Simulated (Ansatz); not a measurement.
## Computed properties of ScS

ScS:
```
ScS
1.0
    0.00000     2.57344     2.57344
    2.57344     0.00000     2.57344
    2.57344     2.57344     0.00000
Sc S
1 1
Cartesian
  2.57344   2.57344   2.57344
  0.00000   0.00000   0.00000
```

Space group Fm-3m (No. 225), rock salt; conventional cell a = b = c = 5.1469 Å, α = β = γ = 90.00°.

Method: DFT-PBEsol in the program Ansatz with PAW potentials. Structure relaxed to zero pressure with the same functional. Other levels are named where they apply.

### Cell and energy

| Item | Value |
|---|---|
| Volume per atom | 17.04 Å³ |
| Density | 3.75 g/cm³ |
| Formation energy from the elements (no fitted shifts) | -2.01 eV/atom |

### Electronic structure

| Quantity | Result |
|---|---|
| Electronic character | metallic (no gap) |
| Density of states at the Fermi level | 0.50 states/eV per atom (mean over ±0.08 eV) |

### Mechanics

| Item | Value |
|---|---|
| Bulk modulus (Birch–Murnaghan fit) | 110 GPa |
| Pressure derivative B′ | 4.3 |
| Elastic constants (relaxed ions, GPa) | C11 = 269, C12 = 30.4, C44 = 35.9 |
| Mechanical stability | stable (all eigenvalues of C positive) |
| Hill bulk and shear moduli | 110 and 59.6 GPa |
| Young's modulus | 152 GPa |
| Poisson's ratio | 0.27 |
| Debye temperature from the elastic constants | 513 K |

### Charges

| Quantity | Value |
|---|---|
| Bader charges | Sc +1.53, S -1.53 e |

The workflow started from an entry of the Crystallography Open Database (COD). Its standing as an ambient phase is unchecked. The PBEsol relaxation kept the symmetry of its start; its stability against distortions is not shown here. No spin polarisation was allowed. With an odd number of electrons in the cell and no spin polarisation, the count alone makes it a metal. As this level gives no gap, shear constants depend on the k-mesh and smearing (Fermi–Dirac, 0.1 eV here). The references are the lowest solids computed at this level, not always the standard phases.

Potentials: the later of the program's two PAW sets.
